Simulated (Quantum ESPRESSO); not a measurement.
TaTi2HfO7N, one run as intended and one with a planted mistake

A calculation, not a measurement. The program is pw.x of Quantum ESPRESSO 7.5 (plane-wave density functional theory). The cell is made up: 12 atoms on a fluorite lattice, with randomly drawn elements, strain and displacements, not relaxed. PseudoDojo standard norm-conserving files (v0.5 for PBE, v0.4.1 for LDA and PBEsol) set the functional; there is no spin polarisation, spin-orbit coupling or dispersion term, and the masses in the input are unused placeholders.

The hafnium pseudopotential is less sure than the others, with forces about 3 percent (worst 6) and pressure in oxides about 1.5 GPa (worst 2.7) from a second method in checks, which no rerun with the same files tests.

Intended input:

```
&control calculation='scf', pseudo_dir='./dojo.nc.sr.pbe.v0_5.standard.upf', outdir='./o', disk_io='low', tprnfor=.true., tstress=.true. /
&system ibrav=0, nat=12, ntyp=5, nbnd=54, ecutwfc=84.00895049, nosym=.true., tot_charge=0,
 occupations='smearing', smearing='fd', degauss=0.0018374661
/
&electrons conv_thr=7.350e-09, electron_maxstep=60, /
ATOMIC_SPECIES
Hf 1.0 Hf.upf
N 1.0 N.upf
O 1.0 O.upf
Ta 1.0 Ta.upf
Ti 1.0 Ti.upf
CELL_PARAMETERS angstrom
5.0847 0.0383 -0.0406
0.0383 4.9611 0.0409
-0.0406 0.0409 5.0325
ATOMIC_POSITIONS angstrom
Ta 0.0541 -0.0106 -0.0193
Ti 0.0514 2.5822 2.5996
Ti 2.385 -0.1068 2.5411
Hf 2.7048 2.4308 -0.0212
O 1.3334 1.2123 1.2219
O 1.1855 1.3707 3.735
O 1.3329 3.7761 1.2619
O 1.2264 3.7627 3.7347
O 3.9366 1.3429 1.1728
O 3.6984 1.2781 3.6387
O 4.0506 3.7906 1.3319
N 3.6985 3.8493 3.8479
K_POINTS automatic
4 5 4 1 1 1
```

The log is shortened where brackets say so; the opening notice, blank lines, dates and the lines on written files are dropped, and the path of the files is cut. It prints rydbergs, bohrs and kilobars, and counts compression as positive stress. Where no state is partly filled, the Fermi energy that it prints is only some level between the filled and the empty states on the mesh, and need not lie in the true gap.

Log of the intended run:

```
     Program PWSCF v.7.5
     Parallel version (MPI & OpenMP), running on       4 processor cores
     Number of MPI processes:                 4
     Threads/MPI process:                     1
     [start-up lines left out]
     bravais-lattice index     =            0
     lattice parameter (alat)  =       9.6093  a.u.
     unit-cell volume          =     856.5267 (a.u.)^3
     number of atoms/cell      =           12
     number of atomic types    =            5
     number of electrons       =        96.00
     number of Kohn-Sham states=           54
     kinetic-energy cutoff     =      84.0090  Ry
     charge density cutoff     =     336.0358  Ry
     scf convergence threshold =      7.3E-09
     mixing beta               =       0.7000
     number of iterations used =            8  plain     mixing
     Exchange-correlation= PBE
                           (   1   4   3   4   0   0   0)
     [axes and pseudopotential details left out]
   Cartesian axes
     site n.     atom                  positions (alat units)
         1        Ta     tau(   1) = (   0.0106391  -0.0020846  -0.0037955  )
         2        Ti     tau(   2) = (   0.0101081   0.5078066   0.5112285  )
         3        Ti     tau(   3) = (   0.4690260  -0.0210029   0.4997241  )
         4        Hf     tau(   4) = (   0.5319167   0.4780328  -0.0041691  )
         5        O      tau(   5) = (   0.2622219   0.2384068   0.2402947  )
         6        O      tau(   6) = (   0.2331364   0.2695572   0.7345124  )
         7        O      tau(   7) = (   0.2621236   0.7425949   0.2481609  )
         8        O      tau(   8) = (   0.2411796   0.7399597   0.7344534  )
         9        O      tau(   9) = (   0.7741583   0.2640901   0.2306388  )
        10        O      tau(  10) = (   0.7273147   0.2513468   0.7155743  )
        11        O      tau(  11) = (   0.7965772   0.7454465   0.2619269  )
        12        N      tau(  12) = (   0.7273344   0.7569902   0.7567149  )
     number of k points=    40  Fermi-Dirac smearing, width (Ry)=  0.0018
                       cart. coord. in units 2pi/alat
        k(    1) = (   0.1252607   0.1004877   0.1264980), wk =   0.0500000
        k(    2) = (   0.1272938   0.0983892   0.3791399), wk =   0.0500000
     [further k points left out]
     Dense  grid:    89073 G-vectors     FFT dimensions: (  60,  60,  60)
     Estimated max dynamical RAM per process >     252.57 MB
     Estimated total dynamical RAM >     945.02 MB
     Initial potential from superposition of free atoms
     starting charge      95.9940, renormalised to      96.0000
     Starting wfcs are   72 randomized atomic wfcs
     total cpu time spent up to now is        3.9 secs
     per-process dynamical memory:   182.2 Mb
     Self-consistent Calculation
     iteration #  1     ecut=    84.01 Ry     beta= 0.70
     Davidson diagonalization with overlap
     ethr =  1.00E-02,  avg # of iterations =  2.0
     total cpu time spent up to now is        9.3 secs
     total energy              =    -730.61324156 Ry
     estimated scf accuracy    <       6.00657605 Ry
     iteration #  2     ecut=    84.01 Ry     beta= 0.70
     Davidson diagonalization with overlap
     ethr =  6.26E-03,  avg # of iterations =  6.6
     total cpu time spent up to now is       20.4 secs
     total energy              =    -724.01506418 Ry
     estimated scf accuracy    <      71.11261712 Ry
     [iterations 3 to 24 left out]
     iteration # 25     ecut=    84.01 Ry     beta= 0.70
     Davidson diagonalization with overlap
     ethr =  2.17E-11,  avg # of iterations =  1.7
     total cpu time spent up to now is      189.2 secs
     total energy              =    -733.84430270 Ry
     estimated scf accuracy    <          8.7E-09 Ry
     iteration # 26     ecut=    84.01 Ry     beta= 0.70
     Davidson diagonalization with overlap
     ethr =  9.11E-12,  avg # of iterations =  2.3
     total cpu time spent up to now is      194.5 secs
     End of self-consistent calculation
     [lines on levels left out]
     the Fermi energy is    12.6341 ev
!    total energy              =    -733.84430269 Ry
     estimated scf accuracy    <          4.7E-09 Ry
     smearing contrib. (-TS)   =      -0.00000000 Ry
     internal energy E=F+TS    =    -733.84430269 Ry
     The total energy is F=E-TS. E is the sum of the following terms:
     one-electron contribution =    -159.09573467 Ry
     hartree contribution      =     132.81318688 Ry
     xc contribution           =    -157.50585265 Ry
     ewald contribution        =    -550.05590225 Ry
     convergence has been achieved in  26 iterations
     Forces acting on atoms (cartesian axes, Ry/au):
     atom    1 type  4   force =    -0.07569520    0.01587967    0.01534061
     atom    2 type  5   force =    -0.07185883   -0.00574041   -0.01151170
     atom    3 type  5   force =     0.05458766    0.01023938    0.02148647
     atom    4 type  1   force =    -0.00664180   -0.00694909    0.01017593
     atom    5 type  3   force =    -0.00211866   -0.00297470    0.00629496
     atom    6 type  3   force =    -0.01210017   -0.05528853    0.01807725
     atom    7 type  3   force =     0.03013169   -0.01642217   -0.00826208
     atom    8 type  3   force =    -0.02909807    0.04368179    0.00237253
     atom    9 type  3   force =     0.03685800   -0.03413945   -0.02937954
     atom   10 type  3   force =     0.04131687    0.01217356    0.00055215
     atom   11 type  3   force =    -0.03094069    0.01767681   -0.00213710
     atom   12 type  2   force =     0.06555920    0.02186313   -0.02300948
     Total force =     0.186281     Total SCF correction =     0.000111
     Computing stress (Cartesian axis) and pressure
          total   stress  (Ry/bohr**3)                   (kbar)     P=      -79.42
  -0.00080891   0.00004385  -0.00009945         -118.99        6.45      -14.63
   0.00004385  -0.00009379  -0.00022470            6.45      -13.80      -33.05
  -0.00009945  -0.00022470  -0.00071700          -14.63      -33.05     -105.47
     init_run     :      3.57s CPU      3.75s WALL (       1 calls)
     electrons    :    189.58s CPU    190.67s WALL (       1 calls)
     forces       :      1.27s CPU      1.29s WALL (       1 calls)
     stress       :      4.23s CPU      4.36s WALL (       1 calls)
     [timing details left out]
     PWSCF        :   3m18.79s CPU   3m20.24s WALL
     JOB DONE.
```

A second run has one planted mistake: the k-point mesh is too coarse. The input lines that differ, file-writing options aside:

```
- 4 5 4 1 1 1
+ 2 2 2 1 1 1
```

Its log:

```
     Program PWSCF v.7.5
     Parallel version (MPI & OpenMP), running on       4 processor cores
     Number of MPI processes:                 4
     Threads/MPI process:                     1
     [start-up lines left out]
     bravais-lattice index     =            0
     lattice parameter (alat)  =       9.6093  a.u.
     unit-cell volume          =     856.5267 (a.u.)^3
     number of atoms/cell      =           12
     number of atomic types    =            5
     number of electrons       =        96.00
     number of Kohn-Sham states=           54
     kinetic-energy cutoff     =      84.0090  Ry
     charge density cutoff     =     336.0358  Ry
     scf convergence threshold =      7.3E-09
     mixing beta               =       0.7000
     number of iterations used =            8  plain     mixing
     Exchange-correlation= PBE
                           (   1   4   3   4   0   0   0)
     [axes and pseudopotential details left out]
   Cartesian axes
     site n.     atom                  positions (alat units)
         1        Ta     tau(   1) = (   0.0106391  -0.0020846  -0.0037955  )
         2        Ti     tau(   2) = (   0.0101081   0.5078066   0.5112285  )
         3        Ti     tau(   3) = (   0.4690260  -0.0210029   0.4997241  )
         4        Hf     tau(   4) = (   0.5319167   0.4780328  -0.0041691  )
         5        O      tau(   5) = (   0.2622219   0.2384068   0.2402947  )
         6        O      tau(   6) = (   0.2331364   0.2695572   0.7345124  )
         7        O      tau(   7) = (   0.2621236   0.7425949   0.2481609  )
         8        O      tau(   8) = (   0.2411796   0.7399597   0.7344534  )
         9        O      tau(   9) = (   0.7741583   0.2640901   0.2306388  )
        10        O      tau(  10) = (   0.7273147   0.2513468   0.7155743  )
        11        O      tau(  11) = (   0.7965772   0.7454465   0.2619269  )
        12        N      tau(  12) = (   0.7273344   0.7569902   0.7567149  )
     number of k points=     4  Fermi-Dirac smearing, width (Ry)=  0.0018
                       cart. coord. in units 2pi/alat
        k(    1) = (   0.2501319   0.2522306   0.2525764), wk =   0.5000000
        k(    2) = (   0.2460657   0.2564276  -0.2527072), wk =   0.5000000
     [further k points left out]
     Dense  grid:    89073 G-vectors     FFT dimensions: (  60,  60,  60)
     Estimated max dynamical RAM per process >     160.80 MB
     Estimated total dynamical RAM >     577.96 MB
     Initial potential from superposition of free atoms
     starting charge      95.9940, renormalised to      96.0000
     Starting wfcs are   72 randomized atomic wfcs
     total cpu time spent up to now is        1.5 secs
     per-process dynamical memory:    95.3 Mb
     Self-consistent Calculation
     iteration #  1     ecut=    84.01 Ry     beta= 0.70
     Davidson diagonalization with overlap
     ethr =  1.00E-02,  avg # of iterations =  2.0
     total cpu time spent up to now is        2.2 secs
     total energy              =    -730.63729705 Ry
     estimated scf accuracy    <       5.98171722 Ry
     iteration #  2     ecut=    84.01 Ry     beta= 0.70
     Davidson diagonalization with overlap
     ethr =  6.23E-03,  avg # of iterations =  6.5
     total cpu time spent up to now is        3.3 secs
     total energy              =    -723.91326756 Ry
     estimated scf accuracy    <      71.61178627 Ry
     [iterations 3 to 23 left out]
     iteration # 24     ecut=    84.01 Ry     beta= 0.70
     Davidson diagonalization with overlap
     ethr =  2.39E-11,  avg # of iterations =  1.5
     total cpu time spent up to now is       19.8 secs
     total energy              =    -733.86822155 Ry
     estimated scf accuracy    <          8.5E-09 Ry
     iteration # 25     ecut=    84.01 Ry     beta= 0.70
     Davidson diagonalization with overlap
     ethr =  8.90E-12,  avg # of iterations =  2.8
     total cpu time spent up to now is       20.4 secs
     End of self-consistent calculation
     [lines on levels left out]
     the Fermi energy is    12.3586 ev
!    total energy              =    -733.86822154 Ry
     estimated scf accuracy    <          2.9E-09 Ry
     smearing contrib. (-TS)   =       0.00000000 Ry
     internal energy E=F+TS    =    -733.86822154 Ry
     The total energy is F=E-TS. E is the sum of the following terms:
     one-electron contribution =    -159.05546411 Ry
     hartree contribution      =     132.71846523 Ry
     xc contribution           =    -157.47532041 Ry
     ewald contribution        =    -550.05590225 Ry
     convergence has been achieved in  25 iterations
     Forces acting on atoms (cartesian axes, Ry/au):
     atom    1 type  4   force =    -0.07671380    0.01803513    0.01454430
     atom    2 type  5   force =    -0.07303542   -0.00760877   -0.01363730
     atom    3 type  5   force =     0.05873912    0.01612381    0.01944087
     atom    4 type  1   force =    -0.01030051   -0.00291215    0.00960883
     atom    5 type  3   force =    -0.00266184   -0.00199581    0.00645322
     atom    6 type  3   force =    -0.01025862   -0.05816087    0.01790007
     atom    7 type  3   force =     0.02918225   -0.01759013   -0.00712777
     atom    8 type  3   force =    -0.02750791    0.04315924    0.00522009
     atom    9 type  3   force =     0.03599346   -0.03651511   -0.02435294
     atom   10 type  3   force =     0.04261581    0.01101835    0.00306502
     atom   11 type  3   force =    -0.03505738    0.01754091   -0.00555687
     atom   12 type  2   force =     0.06900485    0.01890542   -0.02555752
     Total force =     0.191110     Total SCF correction =     0.000104
     Computing stress (Cartesian axis) and pressure
          total   stress  (Ry/bohr**3)                   (kbar)     P=      -85.48
  -0.00086024   0.00003960  -0.00007609         -126.55        5.83      -11.19
   0.00003960  -0.00013278  -0.00023333            5.83      -19.53      -34.32
  -0.00007609  -0.00023333  -0.00075027          -11.19      -34.32     -110.37
     init_run     :      1.41s CPU      1.46s WALL (       1 calls)
     electrons    :     18.75s CPU     18.88s WALL (       1 calls)
     forces       :      0.25s CPU      0.26s WALL (       1 calls)
     stress       :      0.57s CPU      0.58s WALL (       1 calls)
     [timing details left out]
     PWSCF        :     21.05s CPU     21.29s WALL
     JOB DONE.
```

```
                                            intended run  run with the mistake
                          free energy (eV)     -9984.460             -9984.786
                    smearing term -TS (eV)        0.0000                0.0000
                            pressure (GPa)         -7.94                 -8.55
            largest force component (eV/Å)         1.946                 1.972
largest change of a force component (eV/Å)                               0.151
                                iterations            26                    25
```

For scale, a rerun of the intended cell at 1437 eV and a 6 x 7 x 6 mesh moved values by no more than 0.002 eV in energy, 0.05 GPa in stress and 0.004 eV/Å in force.